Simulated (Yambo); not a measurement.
## How GW settings move the gap: CaI$_{2}$

G0W0@PBEsol for CaI₂ (CdI2 type, space group P-3m1, No. 164) in Yambo. Reference settings: 3×3×2 Γ-centred k mesh, 224 bands and a 8 Ry block in the screening, 224 bands in G with the Bruneval-Gonze terminator, plasmon pole fitted at 27.2 eV. The PBEsol gap Γ → (0, 0.333, 0) on this mesh is 3.54 eV; G0W0 gaps are taken between the same points.

```
change from the reference       G0W0 gap Γ → (0, 0.333, 0) (eV)  shift of the valence edge (eV)        rough Yambo cost
------------------------------  -------------------------------  ------------------------------  ----------------------
reference settings                                         5.85                           -1.27                       1
74 bands in W, 74 bands in G                               5.82                           -1.02               about 1/3
139 bands in W, 139 bands in G                             5.84                           -1.19  within a factor of two
74 bands in G                                              5.84                           -1.22                       –
139 bands in G                                             5.85                           -1.26                       –
96 bands in W                                              5.84                           -1.13  within a factor of two
2 Ry block                                                 5.53                           -0.72  within a factor of two
3 Ry block                                                 5.57                           -0.89  within a factor of two
7 Ry block                                                 5.84                           -1.25  within a factor of two
pole fitted at 40 eV                                       5.86                           -1.31                       –
no random integration                                      5.77                           -1.05                       –
3×3×1 mesh                                                 5.78                           -1.22               about 1/3
74 bands in G, no terminator                               5.88                           -0.88                       –
139 bands in G, no terminator                              5.90                           -1.11                       –
no terminator                                              5.89                           -1.21                       –
```

The reference isn't shown to be the converged limit. Costs are rough (shared machines), scaled to the same edge states, and given only for runs that recompute the screening. The mesh misses a band edge: along a dense path the PBEsol gap is 3.33 eV against 3.54 eV on the mesh.

Spin-orbit coupling is left out, which matters for elements this heavy: edges can move by tenths of an eV.

Geometry relaxed with PBE+D3(BJ); primitive cell a = 4.432 Å, b = 4.432 Å, c = 6.920 Å, α = 90.00°, β = 90.00°, γ = 120.00°.

A shift is the quasiparticle energy of the state minus its PBEsol energy.
